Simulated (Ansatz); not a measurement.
**Ionic part of the dielectric constant of CaC2 at 4 GPa, mode by mode**

These are results of DFT LDA, scalar-relativistic, plane waves, PAW in Ansatz 0.2.0, not measurements. Cutoff 420 eV, 9×9×9 k-points (Γ-centred), fixed occupations. No spin polarisation. Phonons by linear response, acoustic sum rule imposed.

Symmetry: R-3m, No. 166, trigonal system. Conventional cell: a = 3.702 Å, b = 3.702 Å, c = 11.364 Å, α = 90.00°, β = 90.00°, γ = 120.00°. Ca (site symmetry -3m) is surrounded by 6 C at 2.49 Å. Around C (site symmetry 3m) lie 1 C at 1.24 Å.

The primitive cell has V = 44.95 Å³ and ε∞,xx = 3.715. Each polar mode adds Δε = (4.92064×10⁷/V)·S/ν² along x, with S its oscillator strength in e²/amu, ν in cm⁻¹ and V in Å³.

Question: From these modes, find each Δε and ε0,xx.
```
ν (cm⁻¹) S_xx (e²/amu)
   326.9         0.3556
```

Answer:
```tsv
ν (cm⁻¹)	Δε
326.9	3.64
```

The sum is 3.644, so ε0,xx = 7.36; the run's tensor has 7.36.

Question: Where do the longitudinal modes lie for a wave vector along x?

Answer: At 460 cm⁻¹. The Lyddane–Sachs–Teller product Π(ν_LO/ν_TO)² = 1.98 matches ε0/ε∞ = 1.98.

Whether CaC2 exists in this form wasn't checked.